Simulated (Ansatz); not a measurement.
TlBr (CsCl type, Pm-3m), the program Ansatz at the PBE+D3(BJ) level (PAW). The conduction-band minimum lies at X, with 3 equivalent valleys. Second derivatives d²E/dk² of the lowest band at one valley (eV·Å²), along Cartesian directions:

```csv
direction,d²E/dk²
[100],33.73
[010],33.73
[001],47.31
[110],33.74
[101],40.49
[011],40.49
```

Q: Find the principal effective masses, the density-of-states mass and the conductivity mass.

A: Off-diagonal terms follow from H_xy = H[110] − (H_xx + H_yy)/2, and m*/mₑ = 7.620 eV·Å² over each eigenvalue: 0.16, 0.23, 0.23. One valley's DOS mass (m₁m₂m₃)^(1/3) = 0.20, conductivity mass 3/(Σ 1/mᵢ) = 0.20 mₑ.

Q: What effective density of states Nc follows at 300 K for parabolic valleys?

A: Nc = 2.509e19 × 3 × (0.20)^(3/2) ≈ 6.7e18 cm⁻³.

Q: With the computed static dielectric constant 48.6 (mean of the diagonal), estimate a hydrogenic donor's binding energy and radius.

A: E = 13.606 eV × 0.20/48.6² ≈ 1.2 meV; a = 0.529 Å × ε/m* ≈ 130 Å. Semilocal masses tend to be too small where the gap is.

Q: With ε∞ = 6.04 and ω_LO = 107 cm⁻¹, what Fröhlich coupling constant follows?

A: α = (1/ε∞ − 1/ε0) √(m* × 13.606 eV/ħω_LO) = 2.1.

Symmetry was held in the PBE+D3(BJ) relaxation; phonons on a q-mesh show no instability. Scalar-relativistic: spin–orbit coupling is off unless named, which matters more the heavier the elements.

Potentials: the later of the program's two PAW sets.
